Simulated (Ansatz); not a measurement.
Data:

GaSb:
```yaml
crystal:
  lattice:
    - [3.53622, 0.00000, 0.00000]
    - [0.00000, 3.53622, 0.00000]
    - [0.00000, 0.00000, 3.53622]
  atoms:
    - { symbol: Ga, position: [0.00000, 0.00000, 0.00000] }
    - { symbol: Sb, position: [0.50000, 0.50000, 0.50000] }
```

This is the PBEsol-relaxed structure.

Problem. All from PBEsol in the plane-wave PAW code Ansatz, unless another level is named. Predict the bulk modulus (Birch–Murnaghan fit).

Solution. 611 kbar.

Problem. What about the highest zone-centre frequency?

Solution. 12.0 meV.

Problem. Next, the elastic constants (relaxed ions, GPa)?

Solution. C11 = 52.8, C12 = 65.6, C44 = 15.1.

Space group Pm-3m (CsCl type). The cell is a constructed one: a structure type filled with these elements; neither database checked (COD, Materials Project) lists it. It is not the phase usual at ambient conditions (space group No. 216). The cell was relaxed with PBEsol under the symmetry of its start. At this level the phase is mechanically unstable. As this level gives no gap, shear constants depend on the k-mesh and smearing (Fermi–Dirac, 0.1 eV here). On the denser mesh and wider smearing of the elastic run this cell carries a stress of 0.3 GPa. Scalar-relativistic: spin–orbit coupling is off unless named, which matters more the heavier the elements.

Potentials: the later of the program's two PAW sets.
